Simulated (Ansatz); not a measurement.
# SrB$_{4}$ in Ansatz, settings compared

The command:

```bash
ansatz run input.yaml --threads 1 --pin off --max-ram 2560MiB --backend cpu --events-out ev --progress --plain --runs-dir out
```

Input:

```yaml
crystal:
  lattice:
    - [0.0, 3.688197, 0.0]
    - [3.688197, 0.0, 0.0]
    - [1.844099, 1.844099, -4.464879]
  atoms:
    - { symbol: Sr, position: [0.0, 0.0, 0.0] }
    - { symbol: B, position: [0.38, 0.38, 0.24] }
    - { symbol: B, position: [0.62, 0.62, 0.76] }
    - { symbol: B, position: [0.75, 0.25, 0.5] }
    - { symbol: B, position: [0.25, 0.75, 0.5] }
  symmetry: { tolerance: 0.0003 }
kpoints:
  mp_grid: { grid: [5, 5, 5], shift: [0, 0, 0] }
magnetization:
  spin_polarized: false
scf:
  occupations: { method: fermi_dirac }
hamiltonian:
  pseudopotentials: { kind: paw }
  xc: pbesol
basis:
  ecutwfc: 420
output:
  forces: true
  stress: true
  eigenvalues: true
```

Origin of the cell: a known structure type with other elements, at an estimated volume, so it need not be a known compound.

The smearing width isn't typed, so it takes its default of 0.1 eV.

Output of this run (shortened):

```
SCF iter   1: F=—  HF=-4099.813376 eV  Δρ=4.48e-3  dr2=1.98e-2
SCF iter   2: F=—  HF=-4099.806720 eV  Δρ=1.42e-3  dr2=9.78e-4
SCF iter   3: F=—  HF=-4099.806683 eV  Δρ=4.98e-4  dr2=1.27e-4
SCF iter   4: F=—  HF=-4099.806710 eV  Δρ=2.31e-4  dr2=7.09e-5
SCF iter   5: F=—  HF=-4099.806688 eV  Δρ=5.70e-5  dr2=1.15e-6
SCF iter   6: F=-4099.806688 eV  HF=-4099.806688 eV  Δρ=6.65e-6  dr2=2.82e-8
SCF 1 converged in 6 iterations: F = -4099.806688 eV  dr2 = 2.82e-8
SCF converged after 6 iterations
Free energy (F): -4099.806688 eV
Harris-Foulkes:  -4099.806688 eV  (|F-HF|=5.03e-9)
Internal energy: -4099.786985 eV  (E = F + TS)
E sigma→0 (E₀):  -4099.796837 eV
Entropy (-TS):   -0.019703 eV (-3.941 meV/atom)
Fermi energy:    8.982915 eV
--- Per-component energies (eV) ---
  E_band       = -29.490777
  E_kinetic    = 412.895240
  E_local      = -596.513014  (includes V_loc(G=0)·N_el)
  E_nonlocal   = 249.103248
  E_hartree    = 130.248989
  E_xc         = -292.277864
  E_vxc        = -304.673460  (∫ρ·V_xc dr)
  E_paw        = -2944.801445  (= ΣΔE_a)
  E_vpaw       = -50.800534  (= ΣTr[D̂ρ^β])
  E_aug_tail   = -0.000010  (compensation charges beyond the density's cutoff)
  E_ewald      = -1058.635319
  E_core_change = 0.193191  (= ΣΔE_core)
  E_smearing   = -0.019703  (= −TS)
  Σ components = -4099.806688   (vs F -4099.806688, Δ=0.00e0)
--- Forces (eV/Å), atoms counted from 1 ---
  atom   1  Sr    -0.000000     0.000000     0.000000
  atom   2  B      0.000000     0.000000    -1.402100
  atom   3  B     -0.000000    -0.000000     1.402100
  atom   4  B      0.000000    -0.000000    -0.000000
  atom   5  B     -0.000000     0.000000     0.000000
  max |Σ_I F_I| component: 3.33e-16 eV/Å
--- Stress (GPa, compression-positive) ---
      -22.518012      -0.000000       0.000000
       -0.000000     -22.518012       0.000000
        0.000000       0.000000     -28.194934
  P = ⅓ Tr σ = -24.4103 GPa (-244.103 kbar)
```

The same input was run again with these changes:

1. `accuracy` default → low; `basis.ecutwfc` 420 → "51.4 Ry"
2. `scf.lower_state_search` default → "off"; `scf.n_extra_bands` default → 4
3. `kpoints.mp_grid.grid` [5, 5, 5] → [6, 6, 6]
4. `scf.n_extra_bands` default → 0; `scf.occupations` { method: fermi_dirac } → { method: fermi_dirac, width: 0.3 }; `scf.max_iter` default → 80

```csv
run,end,SCF iterations,P (GPa),max force component (eV/Å),moment (μB),ΔE(σ→0) (meV/atom)
base,converged,6,-24.41,1.402,–,0
1,converged,6,-24.41,1.402,–,-1.04
2,converged,6,-24.41,1.402,–,0.00
3,converged,7,-24.48,1.351,–,7.84
4,input refused,0,–,–,–,–
```

Energies are compared only where functional, datasets, charge and starting cell are the same.

Caveats of the base run: the k mesh is coarse if the cell is a metal.

The base run took 1.2 s on 1 thread of Intel(R) Xeon(R) Platinum 8488C (Sapphire Rapids) (shared host), peak memory 0.35 GiB, from the program's own first density.
